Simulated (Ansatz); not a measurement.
## Data sheet: Ga$_{2}$O$_{3}$ (DFT)

Ga₂O₃:
```
Ga2O3
1.0
    1.48955     0.85999     6.90343
   -1.48955     0.85999     6.90343
    0.00000    -1.71998     6.90343
Ga O
2 3
Direct
  0.40061   0.40061   0.40061
  0.59939   0.59939   0.59939
  0.00000   0.00000   0.00000
  0.23120   0.23120   0.23120
  0.76880   0.76880   0.76880
```

Space group R-3m (No. 166); conventional cell a = b = 2.979 Å, c = 20.710 Å, α = β = 90.00°, γ = 120.00°.

Method: DFT-r²SCAN+D4 in the program Ansatz with PAW potentials. The cell and atoms are relaxed at this level. Other levels are named where they apply.

**Cell and energy**

```yaml
volume_per_atom: 10.61 Å³
density: 5.87 g/cm³
Formation energy from the elements (no fitted shifts): -1.91 eV/atom
```

**Electronic structure**

```yaml
band_gap: 3.22 eV (direct)
valence_band_maximum: at Γ
conduction_band_minimum: at Γ
electron_effective_mass: 0.28, 0.28, 0.37 mₑ (principal values)
Electron effective mass with spin–orbit coupling: 0.28, 0.28, 0.37 mₑ (principal values)
hole_effective_mass: 0.35 along z (mₑ)
Hole effective mass with spin–orbit coupling: 0.35 along z (mₑ)
Gap with spin–orbit coupling: 3.22 eV
```

**Charges**

```yaml
bader_charges: Ga +1.97, O -1.39 to -1.28 e
```

A made-up cell: these elements were put on the sites of a structure type; neither database checked (COD, Materials Project) lists it. It is not the phase usual at ambient conditions (space group No. 12, 167). The cell was relaxed with r²SCAN+D4 under the symmetry of its start; whether a distortion lowers the energy is not shown. The references are the lowest solids computed at this level, not always the standard phases (solids in place of the gases). Scalar-relativistic: spin–orbit coupling is off unless named, which matters more the heavier the elements.

Potentials: the later of the program's two PAW sets.
